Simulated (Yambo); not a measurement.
G0W0@LDA for KHgF₃ (space group Cmmm, No. 65, within 0.06 Å of Pm-3m) in Yambo. Reference settings: 2×2×2 Γ-centred k mesh, bands 5 to 142 and a 7 Ry block in the screening, 142 bands in G with the Bruneval-Gonze terminator, plasmon pole fitted at 27.2 eV. The LDA gap (-0.5, -0.5, -0.5) → Γ on this mesh is 0.31 eV; G0W0 gaps are taken between the same points.

The settings were changed. The gap went from 2.50 eV to 2.42 eV, and the shift of the valence edge from -0.99 eV to -1.06 eV.

Q: What was changed between the two runs?
(A) 42 bands in W, 42 bands in G, 3 Ry block
(B) 42 bands in W, 42 bands in G, 4 Ry block
(C) 42 bands in W, 42 bands in G, 2 Ry block
(D) 4×4×4 mesh

A: D, 4×4×4 mesh. The others gave (gap, valence shift): 42 bands in W, 42 bands in G, 2 Ry block: 3.89, -1.67 eV; 42 bands in W, 42 bands in G, 3 Ry block: 3.55, -1.33 eV; 42 bands in W, 42 bands in G, 4 Ry block: 3.45, -1.22 eV.

Spin-orbit coupling is not included.

Geometry of the Materials Project entry, not relaxed at this level; primitive cell a = b = 4.5326 Å, c = 4.5244 Å, α = β = 90.00°, γ = 90.11°.

A shift is the quasiparticle energy of the state minus its LDA energy.
